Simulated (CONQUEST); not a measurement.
CONQUEST run on ZnSe (F-43m, 8 atoms in the cell; from Materials Project mp-1190): self-consistent single point.

Computed with PBE, numerical atomic orbitals double-zeta with polarisation (the shipped basis), PseudoDojo norm-conserving potentials made for PBE run with CONQUEST 1.3.

```
CELL_PARAMETERS angstrom
      5.66489     0.00000     0.00000
      0.00000     5.66489     0.00000
      0.00000     0.00000     5.66489
ATOMIC_POSITIONS crystal
  Zn 0.00000 0.00000 0.00000
  Zn 0.00000 0.50000 0.50000
  Zn 0.50000 0.00000 0.50000
  Zn 0.50000 0.50000 0.00000
  Se 0.25000 0.25000 0.25000
  Se 0.25000 0.75000 0.75000
  Se 0.75000 0.25000 0.75000
  Se 0.75000 0.75000 0.25000
```

Reference input (self-consistent single point, DFT, PBE, numerical atomic orbitals double-zeta with polarisation (the shipped basis), PseudoDojo norm-conserving potentials made for PBE): basis = DZP; Diag.MPMeshX, Y, Z = 5 5 5; potentials = PseudoDojo norm-conserving PBE; Grid.GridCutoff = 140 Ha; DM.SolutionMethod = diagon; Diag.MPShiftX = 0.10000000; Diag.MPShiftY = 0.10000000; Diag.MPShiftZ = 0.10000000; Diag.SmearingType = 1; Diag.kT = 0.000735 Ha; Diag.MPOrder = 0; minE.SCTolerance = 1.0e-07. This run's input differs from it in these lines:

```diff
@@ -28,3 +28,3 @@
 
-minE.SCTolerance               1.0e-07
+minE.SCTolerance               1.0e-04
 SC.MaxIters                    100
```

The program printed (abridged):

```
    new_SC_potl: Starting.  Tolerance:  0.10000E-03

    PulayMixSC: Starting Pulay mixing, A_up =  0.300 A_dn =  0.300
    PulayMixSC: Spin non-polarised calculation.
    PulayMixSC: with Kerker preconditioning, q0 =  0.100
          Harris-Foulkes Energy            :     -1321.257820049632983 Ha
          (TS=0 as O(N) or entropic contribution is negligible)
          DFT Total Energy                 :     -1321.134946175748610 Ha
          Total number of electrons        :       144.000000000007731
    PulayMixSC: Pulay iteration     1 residual:              0.99003E-03
   [... lines left out ...]
          (TS=0 as O(N) or entropic contribution is negligible)
          DFT Total Energy                 :     -1321.201924031691760 Ha
          Total number of electrons        :       144.000054856692742
    PulayMixSC: Pulay iteration     3 residual:              0.24572E-03
          Harris-Foulkes Energy            :     -1321.202102593687187 Ha
          (TS=0 as O(N) or entropic contribution is negligible)
          DFT Total Energy                 :     -1321.202033315385961 Ha
          Total number of electrons        :       144.000079119967552
    PulayMixSC: Pulay iteration     4 residual:              0.43501E-04
    PulayMixSC: Reached SCF tolerance of  0.43501E-04 after      4 iterations
      | Number of electrons      =       144.000079
      |* band energy as 2Tr[K.H] =      -218.234005892908129 Ha
      |  screened ion-ion energy =     -1090.315457108477631 Ha
      |  Ha correction           =         4.760668892450089 Ha
      |  XC correction           =       -17.411622432672882 Ha
      |* Harris-Foulkes energy   =     -1321.202102593687187 Ha
      |* DFT total energy        =     -1321.202033315385961 Ha
      |  estimated accuracy      =        -0.000069278301225 Ha

    force: Forces on atoms (Ha/a0)
    force:  Atom   X              Y              Z
    force:     1  -0.0000000000  -0.0000000000  -0.0000000000
   [... zero for the other atoms too ...]

    force: Maximum force :        0.00000000(Ha/a0) on atom         8 in z direction
    force: Force Residual:        0.00000000 Ha/a0
    force: Total stress:         -4.28173186     0.00000000     0.00000000 GPa
                             0.00000000    -4.28173186     0.00000000
                             0.00000000     0.00000000    -4.28173186
    force: Average pressure:      4.28173186 GPa

    force: Finished force
    get_E_and_F: Change in energy during last step of electronic optimisation:  0.42555E-03
```

The run converged in 4 iterations. CONQUEST prints the stress tensor with tension positive. Against the reference run the free energy is nearly the same (within 1 meV/atom) and the pressure goes from 4.41 to 4.28 GPa.

The program uses no crystal symmetry, so grid and mesh can part values that symmetry would make equal. The atom-centred basis is finite, which shifts total energies and pressures against plane waves. This run is one point of a test of settings, so its values need not be converged; read them against the reference run alone. The structure comes from a collection of computed structures, made at another level of theory; the collection holds predicted forms beside known ones.

Cost on one core: roughly 100 core-seconds.
